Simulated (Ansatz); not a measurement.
SiO₂:
```cif
data_O4Si2
_chemical_formula_sum 'Si2 O4'
_space_group_name_H-M_alt 'P 1'
_space_group_IT_number 1
_cell_length_a 4.18476
_cell_length_b 4.18476
_cell_length_c 2.66844
_cell_angle_alpha 90.000
_cell_angle_beta 90.000
_cell_angle_gamma 90.000
loop_
_space_group_symop_operation_xyz
  'x, y, z'
loop_
_atom_site_label
_atom_site_type_symbol
_atom_site_fract_x
_atom_site_fract_y
_atom_site_fract_z
_atom_site_occupancy
Si1 Si 0.50000 0.50000 0.50000 1
Si2 Si 0.00000 0.00000 0.00000 1
O1 O 0.69390 0.69390 0.00000 1
O2 O 0.30610 0.30610 0.00000 1
O3 O 0.80610 0.19390 0.50000 1
O4 O 0.19390 0.80610 0.50000 1
```

Relaxed with r²SCAN.

### Question
Which orbitals make up the states near the band edges in r²SCAN (plane waves, PAW; program Ansatz)?

### Answer
Top 1 eV of the valence band: O 2p 98 %. Bottom 1 eV of the conduction band: Si 3s 50 %, O 2s 36 %, O 2p 8 %. Projections are on Löwdin-orthogonalised atomic valence shells; empty p or d shells of many metals are not among them.

### Question
Tabulate the density of states.

### Answer
States/eV per cell of 6 atoms, in 0.25 eV bins, energy from the valence-band maximum.

| E (eV) | total | O 2p | Si 3p | Si 3s |
|---|---|---|---|---|
| -7.85 | 2.32 | 1.71 | 0.44 | 0.08 |
| -7.60 | 1.79 | 1.33 | 0.30 | 0.08 |
| -7.35 | 1.69 | 1.26 | 0.27 | 0.07 |
| -7.10 | 1.81 | 1.36 | 0.29 | 0.07 |
| -6.85 | 1.99 | 1.51 | 0.33 | 0.07 |
| -6.60 | 2.47 | 1.89 | 0.41 | 0.07 |
| -6.35 | 2.79 | 2.16 | 0.44 | 0.08 |
| -6.10 | 2.72 | 2.12 | 0.39 | 0.07 |
| -5.85 | 2.65 | 2.11 | 0.36 | 0.06 |
| -5.60 | 2.50 | 2.03 | 0.31 | 0.05 |
| -5.35 | 2.53 | 2.07 | 0.32 | 0.04 |
| -5.10 | 2.38 | 1.97 | 0.28 | 0.03 |
| -4.85 | 2.25 | 1.91 | 0.23 | 0.02 |
| -4.60 | 2.55 | 2.19 | 0.23 | 0.02 |
| -4.35 | 3.22 | 2.82 | 0.25 | 0.02 |
| -4.10 | 2.84 | 2.54 | 0.18 | 0.02 |
| -3.85 | 3.54 | 3.24 | 0.15 | 0.02 |
| -3.60 | 4.46 | 4.16 | 0.14 | 0.01 |
| -3.35 | 4.04 | 3.81 | 0.09 | 0.01 |
| -3.10 | 2.41 | 2.28 | 0.04 | 0.01 |
| -2.85 | 2.17 | 2.06 | 0.04 | 0.01 |
| -2.60 | 2.65 | 2.51 | 0.05 | 0.01 |
| -2.35 | 3.59 | 3.43 | 0.04 | 0.02 |
| -2.10 | 3.37 | 3.24 | 0.04 | 0.01 |
| -1.85 | 3.57 | 3.46 | 0.02 | 0.01 |
| -1.60 | 4.28 | 4.17 | 0.02 | 0.01 |
| -1.35 | 3.23 | 3.15 | 0.02 | 0.00 |
| -1.10 | 2.50 | 2.44 | 0.02 | 0.00 |
| -0.85 | 1.08 | 1.06 | 0.01 | 0.00 |
| -0.60 | 0.64 | 0.62 | 0.01 | 0.00 |
| -0.35 | 0.37 | 0.36 | 0.00 | 0.00 |
| -0.10 | 0.12 | 0.12 | 0.00 | 0.00 |
| 0.15 | 0.00 | 0.00 | 0.00 | 0.00 |
| 0.40 | 0.00 | 0.00 | 0.00 | 0.00 |
| 0.65 | 0.00 | 0.00 | 0.00 | 0.00 |
| 0.90 | 0.00 | 0.00 | 0.00 | 0.00 |
| 1.15 | 0.00 | 0.00 | 0.00 | 0.00 |
| 1.40 | 0.00 | 0.00 | 0.00 | 0.00 |
| 1.65 | 0.00 | 0.00 | 0.00 | 0.00 |
| 1.90 | 0.00 | 0.00 | 0.00 | 0.00 |
| 2.15 | 0.00 | 0.00 | 0.00 | 0.00 |
| 2.40 | 0.00 | 0.00 | 0.00 | 0.00 |
| 2.65 | 0.00 | 0.00 | 0.00 | 0.00 |
| 2.90 | 0.00 | 0.00 | 0.00 | 0.00 |
| 3.15 | 0.00 | 0.00 | 0.00 | 0.00 |
| 3.40 | 0.00 | 0.00 | 0.00 | 0.00 |
| 3.65 | 0.00 | 0.00 | 0.00 | 0.00 |
| 3.90 | 0.00 | 0.00 | 0.00 | 0.00 |
| 4.15 | 0.00 | 0.00 | 0.00 | 0.00 |
| 4.40 | 0.00 | 0.00 | 0.00 | 0.00 |
| 4.65 | 0.00 | 0.00 | 0.00 | 0.00 |
| 4.90 | 0.00 | 0.00 | 0.00 | 0.00 |
| 5.15 | 0.00 | 0.00 | 0.00 | 0.00 |
| 5.40 | 0.00 | 0.00 | 0.00 | 0.00 |
| 5.65 | 0.00 | 0.00 | 0.00 | 0.00 |
| 5.90 | 0.00 | 0.00 | 0.00 | 0.00 |
| 6.15 | 0.00 | 0.00 | 0.00 | 0.00 |
| 6.40 | 0.00 | 0.00 | 0.00 | 0.00 |
| 6.65 | 0.02 | 0.00 | 0.00 | 0.01 |
| 6.90 | 0.07 | 0.00 | 0.00 | 0.03 |
| 7.15 | 0.11 | 0.01 | 0.00 | 0.05 |
| 7.40 | 0.15 | 0.01 | 0.01 | 0.08 |
| 7.65 | 0.22 | 0.02 | 0.01 | 0.10 |
| 7.90 | 0.36 | 0.05 | 0.02 | 0.16 |
| 8.15 | 0.55 | 0.08 | 0.03 | 0.24 |
| 8.40 | 1.08 | 0.17 | 0.08 | 0.47 |
| 8.65 | 1.70 | 0.29 | 0.13 | 0.76 |
| 8.90 | 2.17 | 0.39 | 0.19 | 0.97 |
| 9.15 | 2.41 | 0.47 | 0.23 | 1.09 |
| 9.40 | 1.92 | 0.38 | 0.22 | 0.83 |
| 9.65 | 1.86 | 0.32 | 0.41 | 0.65 |
| 9.90 | 1.57 | 0.25 | 0.46 | 0.46 |
| 10.15 | 1.49 | 0.21 | 0.56 | 0.34 |
| 10.40 | 1.48 | 0.22 | 0.59 | 0.31 |
| 10.65 | 1.29 | 0.19 | 0.57 | 0.23 |
| 10.90 | 1.25 | 0.18 | 0.60 | 0.19 |
| 11.15 | 1.59 | 0.19 | 0.83 | 0.17 |
| 11.40 | 1.92 | 0.20 | 1.05 | 0.15 |

Space group P4_2/mnm (rutile). This is a known high-pressure phase of the composition, computed here at zero pressure and temperature. The r²SCAN relaxation kept the symmetry of its start; phonons on a q-mesh show no instability.

Potentials: the earlier of the program's two PAW sets.
